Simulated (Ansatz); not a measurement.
SiO2 (alpha-cristobalite type, space group P4_12_12)

```yaml
crystal:
  lattice:
    - [5.08450, 0.00000, 0.00000]
    - [0.00000, 5.08450, 0.00000]
    - [0.00000, 0.00000, 7.10033]
  atoms:
    - { symbol: Si, position: [0.29379, 0.29379, 0.00000] }
    - { symbol: Si, position: [0.79379, 0.20621, 0.75000] }
    - { symbol: Si, position: [0.20621, 0.79379, 0.25000] }
    - { symbol: Si, position: [0.70621, 0.70621, 0.50000] }
    - { symbol: O, position: [0.24121, 0.09332, 0.17417] }
    - { symbol: O, position: [0.74121, 0.40668, 0.57583] }
    - { symbol: O, position: [0.25879, 0.59332, 0.07583] }
    - { symbol: O, position: [0.75879, 0.90668, 0.67417] }
    - { symbol: O, position: [0.90668, 0.75879, 0.32583] }
    - { symbol: O, position: [0.40668, 0.74121, 0.42417] }
    - { symbol: O, position: [0.59332, 0.25879, 0.92417] }
    - { symbol: O, position: [0.09332, 0.24121, 0.82583] }
```

The slice is a (001) plane (indices of the conventional cell) through the point (0.794, 0.206, 0.750) (fractional), spanned by u = [100] and v = [010] in vectors of this cell: u (5.08 Å) and v (5.08 Å, at 90° to u). It covers one period; positions are fractions (u, v).

All values below come from PBE (plane waves to 420 eV, PAW, scalar-relativistic; Ansatz, a quantum-chemistry and plane-wave program). k mesh 5×5×4. Near the nuclei the fields are pseudised (PAW); where an atom keeps semicore shells as valence, they peak there. SiO2 was relaxed with its symmetry unable to fall.

Task: Sketch the density of the lowest conduction band (whole band as if filled, smooth part) on this plane as a map.

Result: 
```
|66665310122100001223334456899976|
|66776420000000001223334456899876|
|56776421000000012233334456677765|
|45666431000000112233333444555443|
|23444432110011122233333333332211|
|01223322111111222333333322210000|
|10011222221222222333333221000011|
|21000112222222223333332211000233|
|42000112222222233333332210001355|
|42000011222222233333332210001355|
|31000012222222233333332210000234|
|10000112222222333333332211000112|
|00000112222222333333333221000000|
|00001122222233333333333322100000|
|00011222233333333333333332211000|
|11122222333333333333444433222111|
|22222233333333333334444443332222|
|22233333333333333344444444333222|
|33333333333333333444444444333333|
|33333333333333334444444444333333|
|33333333333333334444444443333333|
|34443333222223334444444433333333|
|44444332222222334444444333333334|
|55554322111112233444443333333344|
|66664321100011223344433333334455|
|88865320000000122333333333344567|
|99975310000000012333333333445678|
|99975200011000012233333334456789|
|89874200233210001223333334567888|
|77764101355310001223333345678877|
|66653101355420001223333445789876|
|66654201244310001223333456899876|
```
Scale: ten equal steps from 0.001 (start of '0') to 0.026 (end of '9'), in the order '0123456789'. Values: density of the lowest conduction band (whole band as if filled, smooth part) in e/Å³. The map has 32 points along u (one character each, u = 0 at the left) and 32 along v (v = 0 in the bottom row).
